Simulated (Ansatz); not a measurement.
Data sheet: MoS$_{2}$ (DFT)

MoS2:
```xyz
3
Lattice="1.5632 0.9025 5.9914 -1.5632 0.9025 5.9914 0.0000 -1.8050 5.9914" Properties=species:S:1:pos:R:3 pbc="T T T"
Mo     0.0000     0.0000     0.0003
S      0.0000     0.0000    13.5342
S      0.0000     0.0000    10.4304
```

Space group R3m (No. 160); conventional cell a = 3.1263 Å, b = 3.1263 Å, c = 17.9741 Å, α = 90.00°, β = 90.00°, γ = 120.00°.

Method: LDA in the plane-wave PAW code Ansatz. Geometry: relaxed at this level of theory. Other levels are named where they apply.

Cell and energy:

- Volume per atom = 16.90 Å³
- Density = 5.24 g/cm³
- Formation energy from the elements (no fitted shifts) = -1.01 eV/atom

Electronic structure:

- Band gap = 0.70 eV (indirect)
- Valence-band maximum = at T
- Conduction-band minimum = on the Γ–S0 line, 54 % of the way from Γ (k = 0.000, 0.185, -0.185 in fractions of the reciprocal vectors) (6 equivalent valleys)
- Smallest direct gap on the standard path = 1.83 eV
- Electron effective mass = 0.46, 0.58, 0.73 mₑ (principal values)
- Hole effective mass = 0.62, 0.62, 0.93 mₑ (principal values)

Dielectric response:

- Electronic dielectric constant ε∞ (DFPT) = 15.7 (xx = yy), 7.74 (zz)
- Static dielectric constant ε0 (ions relaxed, cell fixed) = 15.9 (xx = yy), 7.84 (zz)
- Born charges (a third of the trace) = Mo -1.05, S +0.49 to +0.56 e

Phonons:

* **Highest zone-centre frequency (without LO–TO term)**: 470 cm^-1
* **Zone-centre stability**: no imaginary mode at Γ

Symmetry was held in the LDA relaxation. No spin polarisation was allowed. A crystal of weakly bound layers computed without a dispersion correction: the cell and the soft elastic constants depend strongly on that. The references are the lowest solids computed at this level, not always the standard phases. Scalar-relativistic: spin–orbit coupling is off unless named, which matters more the heavier the elements.

Potentials: the later of the program's two PAW sets.
